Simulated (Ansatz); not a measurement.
The start is a generated cell, NbP built in the AFLOW prototype AB_hP8_186_ab_ab (B5, as in SiC). The structure is fully relaxed (lattice and positions, P = 0) with r2SCAN (plane waves to 500 eV, PAW, scalar-relativistic; Ansatz, an electronic-structure program). The first steps use a coarse 8×8×2 k-mesh.

Input geometry:
```yaml
crystal:
  lattice:
    - [3.51349, 0.00000, 0.00000]
    - [-1.75674, 3.04277, 0.00000]
    - [0.00000, 0.00000, 11.50225]
  atoms:
    - { symbol: Nb, position: [0.00000, 0.00000, 0.00000] }
    - { symbol: Nb, position: [0.00000, 0.00000, 0.50000] }
    - { symbol: Nb, position: [0.66667, 0.33333, 0.75018] }
    - { symbol: Nb, position: [0.33333, 0.66667, 0.25018] }
    - { symbol: P, position: [0.00000, 0.00000, 0.81216] }
    - { symbol: P, position: [0.00000, 0.00000, 0.31216] }
    - { symbol: P, position: [0.66667, 0.33333, 0.56329] }
    - { symbol: P, position: [0.33333, 0.66667, 0.06329] }
```

```json
{
 "initial_pressure": "+75 GPa (positive: the cell is compressed)",
 "outcome": "The space group stays P6₃mc (No. 186) (the run could not lower it), with 8 atoms in the primitive cell",
 "energy_released": "1.58 eV/atom",
 "volume_change": "+23.3 %, from 15.37 to 18.95 Å³/atom",
 "Shortest distances (start → end)": "The closest pairs of elements (up to four, under 3.6 Å), start → end: Nb–P 2.15 → 2.43 Å; Nb–Nb 3.51 → 3.35 Å; P–P 3.51 → 3.36 Å",
 "optimiser_moves": "18"
}
```

Final values are on a 13×13×5 k-mesh of the relaxed cell. No spin polarisation in the result.

The run could not lose the symmetry of its start, so the end can be a saddle point.

The relaxed structure here is a generated cell of NbP: the first start was made by placing the elements on the sites of a structure type, and the end was not matched to a known phase here, so it may be hypothetical.
